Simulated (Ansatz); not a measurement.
# GaSb3 and the effect of the functional

Symmetry: Fm-3m, No. 225, cubic system. Conventional cell: a = 7.461 Å, b = 7.461 Å, c = 7.461 Å, α = 90.00°, β = 90.00°, γ = 90.00°. Sb (site symmetry m-3m) is surrounded by 8 Sb at 3.23 Å. Sb (site symmetry -43m) has 4 Sb at 3.23 Å and 4 Ga at 3.23 Å as nearest neighbours. Ga (site symmetry m-3m) is surrounded by 8 Sb at 3.23 Å.

The cell comes from a database or a generator and needn't be the stable form of this composition.

Kept alike: task band structure; k mesh 6 × 6 × 6; occupations fermi-dirac, width 0.05 eV; no spin polarisation. Program: Ansatz, Ansatz PAW. Cutoffs run from 420 to 500 eV. The mesh is that of the run's cell of 4 atoms. No spin-orbit coupling.

```csv
functional,pressure (GPa)
LDA,-4.49
PBE,-0.53
PBEsol,-3.44
r2SCAN,-1.50
```

Pressure is positive in compression, with a Pulay correction for the finite cutoff. For a metal such a mesh leaves the last digits unconverged. All rows use potentials made for PBE.

The pressure runs from -4.49 (LDA) to -0.53 GPa (PBE). From PBE: LDA -3.96; PBEsol -2.91; r2SCAN -0.97.
